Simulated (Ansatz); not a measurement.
# How InAs (F-43m) stiffens under pressure

```
In As
1.0
     0.00000    3.04387    3.04387
     3.04387    0.00000    3.04387
     3.04387    3.04387    0.00000
In As
1 1
Direct
  0.00000 0.00000 0.00000
  0.75000 0.75000 0.75000
```

This is the zero-pressure cell. At each pressure cell and atoms are relaxed in this structure, and the constants are slopes of the stress at strains of ±0.005 with relaxed ions (the coefficients that govern stability under load). Level: PBEsol, PAW on Ansatz 0.2.0's default frozen-core files (fitted under PBE), scalar-relativistic; k mesh 14×14×14, strains of ±0.005, Fermi-Dirac smearing of 0.080 eV, cutoff 420 eV. P is the pressure of the relaxed cell, less that of this one.

| P (GPa) | V/V₀ | C11 (GPa) | C12 (GPa) | C44 (GPa) |
| --- | --- | --- | --- | --- |
| 0.00 | 1.0000 | 78.6 | 44.1 | 35.6 |
| 1.01 | ? | ? | ? | ? |
| 2.02 | 0.9670 | 87.4 | 53.8 | 36.2 |
| 4.00 | 0.9398 | 95.6 | 63.0 | 36.3 |
| 7.01 | 0.9051 | 107.2 | 76.6 | 35.7 |
| 10.00 | 0.8765 | 118.2 | 89.7 | 34.6 |
| 15.02 | 0.8370 | 135.6 | 111.4 | 31.7 |

Question: Does the bulk modulus from the constants agree with the pressure-volume curve?

Answer: A third-order Birch-Murnaghan fit to the volumes shown (F against f, f = [(V₀/V)^(2/3) − 1]/2) gives B₀ = 55.7 GPa and B′ = 4.7. Its −V dP/dV stands beside (C11 + 2C12)/3:

```
P (GPa)  from P(V)  from the constants
   0.00       55.7                55.6
   2.02       65.0                65.0
   4.00       73.7                73.9
   7.01       86.7                86.8
  10.00       99.3                99.2
  15.02      119.9               119.4
```

Question: What are the pressure derivatives at zero pressure?

Answer: Slopes at V₀ of quadratic fits in −ln(V/V₀) through the first four rows shown, divided by B₀: dC11/dP = 4.5, dC12/dP = 4.9, dC44/dP = 0.5. The mean slopes up to 4.0 GPa are 4.2, 4.7, 0.2; curvature and scatter of the constants part the two. The combination (dC11/dP + 2 dC12/dP)/3 = 4.7 stands against B′.

Question: Fill the row at 1.01 GPa.

Answer: Cubic fits in −ln(V/V₀) through all rows shown give C11 = 83.1, C12 = 48.9, C44 = 36.0 GPa. Computed: V/V₀ = 0.9828, C11 (GPa) = 83.1, C12 (GPa) = 48.9, C44 (GPa) = 36.0.

Question: Does a shear stiffness soften?

Answer: C44 goes from 35.6 to 31.7 GPa, through a maximum of 36.3 near 4 GPa; (C11 − C12)/2 goes from 17.3 to 12.1 GPa. C44 and (C11 − C12)/2 soften under pressure, though the lattice stays mechanically stable over this range.

Limits of these numbers: no other phase was computed; many crystals of this kind change structure within this range, and rows or crossings beyond such a change describe a metastable lattice; frozen-core PAW files fitted under PBE, their cores solved anew for the functional of the run; the gap is closed or tiny at this level, so small that the run used smearing; responses move with mesh and smearing; phonons weren't checked at these pressures.
